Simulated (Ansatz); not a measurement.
SnSe:
```xyz
4
Lattice="4.1597 0.0000 0.0000 0.0000 4.5455 0.0000 0.0000 0.0000 32.0000" Properties=species:S:1:pos:R:3 pbc="T T F"
Sn     0.0000     4.4911    14.5368
Sn     2.0799     2.2183    17.4632
Se     0.0000     4.0805    17.2015
Se     2.0799     1.8077    14.7985
```
The layer is periodic in x and y and isolated along z.

Relaxed with r²SCAN+D4. Special points in fractions of this cell's reciprocal vectors: Γ (0.000, 0.000, 0.000); X (0.500, 0.000, 0.000); S (0.500, 0.500, 0.000); Y (0.000, 0.500, 0.000).

List the band energies nearest the valence-band maximum at these points for r²SCAN+D4 with spin–orbit coupling (plane waves, PAW; program Ansatz).

In eV from the valence-band maximum; about four levels below and three above (degenerate sets whole), none deeper than 8.9 eV; points with the same levels are listed once.

```
k                    below                above
-  -----------------------  -------------------
Γ  -1.63 -1.63 -0.22 -0.22  1.66 1.66 3.31 3.31
X  -0.82 -0.82 -0.74 -0.74  1.63 1.63 1.77 1.77
S  -1.64 -1.64 -1.52 -1.52  3.43 3.43 3.52 3.52
Y  -0.35 -0.35 -0.35 -0.35  1.94 1.94 1.94 1.94
```

Space group Pmn2_1 (puckered). A layer that has been made, often on a substrate. The r²SCAN+D4 relaxation kept the symmetry of its start; its stability against distortions is not shown here.

Potentials: the later of the program's two PAW sets.
